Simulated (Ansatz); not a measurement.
Ag:
```yaml
crystal:
  lattice:
    - [-1.61263, 1.61263, 1.61263]
    - [1.61263, -1.61263, 1.61263]
    - [1.61263, 1.61263, -1.61263]
  atoms:
    - { symbol: Ag, position: [0.00000, 0.00000, 0.00000] }
```

Relaxed with PBEsol. Special points in fractions of this cell's reciprocal vectors: Γ (0.000, 0.000, 0.000); H (0.500, -0.500, 0.500); N (0.000, 0.000, 0.500); P (0.250, 0.250, 0.250).

Task: List the band energies nearest the Fermi level at these points for plane-wave PAW PBEsol (Ansatz code).

Result: In eV from the Fermi level; about four levels below and three above (degenerate sets whole), none deeper than 8.9 eV; … stands for higher levels left out; points with the same levels are listed once.

```csv
k,below,above
Γ,-4.93 -4.93 -4.93 -3.54 -3.54,…
H,-6.44 -6.44 -2.74 -2.74 -2.74,…
N,-3.60 -3.41 -2.49 -0.18,4.25 …
P,-5.27 -5.27 -5.27 -3.38 -3.38,5.78 …
```

Space group Im-3m (bcc (W type)). The first step of the workflow began from a Materials Project structure, measured or hypothetical; the Crystallography Open Database copy checked does not list it. It is not the phase usual at ambient conditions (space group No. 225). Symmetry was held in the PBEsol relaxation. At this level the phase is mechanically unstable. The run is not spin-polarised. Scalar-relativistic: spin–orbit coupling is off unless named, which matters more the heavier the elements.

Potentials: the later of the program's two PAW sets.
